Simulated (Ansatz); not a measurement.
Ag (fcc, Cu type)

```yaml
crystal:
  lattice:
    - [0.00000, 2.07429, 2.07429]
    - [2.07429, 0.00000, 2.07429]
    - [2.07429, 2.07429, 0.00000]
  atoms:
    - { symbol: Ag, position: [0.00000, 0.00000, 0.00000] }
```

The slice is a {100} plane (indices of the conventional cell) through the point (0.000, 0.000, 0.000) (fractional), spanned by u = [100] and v = [0 1 -1] in vectors of this cell: u (2.93 Å) and v (2.93 Å, at 90° to u). It covers one period; positions are fractions (u, v).

These are PBE (plane waves to 420 eV, PAW, scalar-relativistic; Ansatz, an electronic-structure program) values and carry that method's errors. k mesh 19×19×19. These are valence fields of a PAW run, semicore shells included where kept as valence: close to a nucleus they are smooth pseudo fields. Ag was relaxed with its symmetry unable to fall.

Problem. What is the valence density on the shortest Ag–Ag line in this plane (2.93 Å), at its midpoint?

Solution. 0.20 e/Å³.

Problem. What is the ELF at the midpoint of the shortest Ag–Ag line in this plane (2.93 Å)?

Solution. 0.16.

Problem. Sketch the valence electron density on this plane as a map.

Solution. 
```tsv
v \ u	0.00	0.08	0.17	0.25	0.33	0.42	0.50	0.58	0.67	0.75	0.83	0.92
0.88	1.1	1.0	0.7	0.2	-0.3	-0.6	-0.8	-0.6	-0.3	0.2	0.7	1.0
0.75	0.5	0.4	0.1	-0.3	-0.6	-0.8	-0.9	-0.8	-0.6	-0.3	0.1	0.4
0.62	-0.4	-0.4	-0.6	-0.7	-0.9	-1.0	-1.0	-1.0	-0.9	-0.7	-0.6	-0.4
0.50	-0.7	-0.7	-0.8	-0.9	-1.0	-1.0	-1.1	-1.0	-1.0	-0.9	-0.8	-0.7
0.38	-0.4	-0.4	-0.6	-0.7	-0.9	-1.0	-1.0	-1.0	-0.9	-0.7	-0.6	-0.4
0.25	0.5	0.4	0.1	-0.3	-0.6	-0.8	-0.9	-0.8	-0.6	-0.3	0.1	0.4
0.12	1.1	1.0	0.7	0.2	-0.3	-0.6	-0.8	-0.6	-0.3	0.2	0.7	1.0
0.00	1.3	1.2	1.0	0.5	-0.2	-0.6	-0.7	-0.6	-0.2	0.5	1.0	1.2
```

Values: log₁₀ of the valence density in e/Å³. The scale is logarithmic, as a density can span decades between atoms and voids.
